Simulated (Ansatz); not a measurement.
Here is the system:

CsGeI₃:
```xyz
5
Lattice="4.2177 2.4351 3.5889 -4.2177 2.4351 3.5889 0.0000 -4.8702 3.5889" Properties=species:S:1:pos:R:3 pbc="T T T"
I     -2.0722     1.1964     7.2116
I      0.0000    -2.3928     7.2116
I      2.0722     1.1964     7.2116
Cs     0.0000     0.0000     0.1068
Ge     0.0000     0.0000     5.8432
```

This is the r²SCAN-relaxed structure.

Q: All from r²SCAN in the plane-wave PAW code Ansatz, unless another level is named. Estimate the band gap.

A: 1.10 eV (direct).

Q: What about the electron effective mass?

A: 0.11, 0.54, 0.54 mₑ (principal values).

Q: Next, the formation energy from the elements (no fitted shifts)?

A: -0.94 eV/atom.

Q: Next, the weight of the valence-edge state by species (Voronoi cells)?

A: I 65 %, Ge 34 %.

Q: Next, the weight of the conduction-edge state by species (Voronoi cells)?

A: Ge 67 %, I 33 %.

Space group R3m. The workflow started from an entry of the Crystallography Open Database (COD, 293 K). Its standing as an ambient phase is unchecked. The cell was relaxed with r²SCAN under the symmetry of its start; its stability against distortions is not shown here. The references are the lowest solids computed at this level, not always the standard phases. Spin–orbit coupling is left out wherever it is not named.

Potentials: the later of the program's two PAW sets.
